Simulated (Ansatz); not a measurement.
The cell below belongs to a search over invented structures; it isn't taken from experiment.

Input and command of a plane-wave DFT calculation in Ansatz:

```yaml
crystal:
  lattice:
    - [4.2658085381, 0.0, 0.0]
    - [0.0, 4.2658085381, 0.0]
    - [0.0, 0.0, 5.494551987]
  atoms:
    - { symbol: Mg, position: [0.0, 0.0, 0.7249585751] }
    - { symbol: Sc, position: [0.5, 0.0, 0.2379990555], spin: 0.36 }
    - { symbol: Sc, position: [0.0, 0.5, 0.2379990555], spin: 0.36 }
    - { symbol: Br, position: [0.5, 0.5, 0.8718516138] }
basis:
  ecutwfc: 420
kpoints:
  mp_grid: { grid: [12, 12, 8] }
hamiltonian:
  xc: pbe
scf:
  occupations: { method: gaussian, width: 0.1 }
output:
  forces: true
  stress: true
  eigenvalues: true
  populations: true
magnetization:
  spin_polarized: true
relax:
  adjacent_minimum: "off"
  f_tol: 0.01
  max_steps: 80
  cell: { stress_tol: 0.05 }
```

```bash
ansatz run input.yaml --threads 1 --pin off --max-ram 2560MiB --backend cpu --events-out ev --progress --plain --runs-dir out
```

Processor: Arm Neoverse N1, 1 thread, on a host shared with other jobs.

Q: How long does it run, and how much memory does it take?

A: About 13 min, peak memory 0.78 GiB. It solves 24 bands at 140 k points (after reduction by symmetry) with about 1995 plane waves (on the last cell), in 46 SCF iterations over 5 ionic steps.
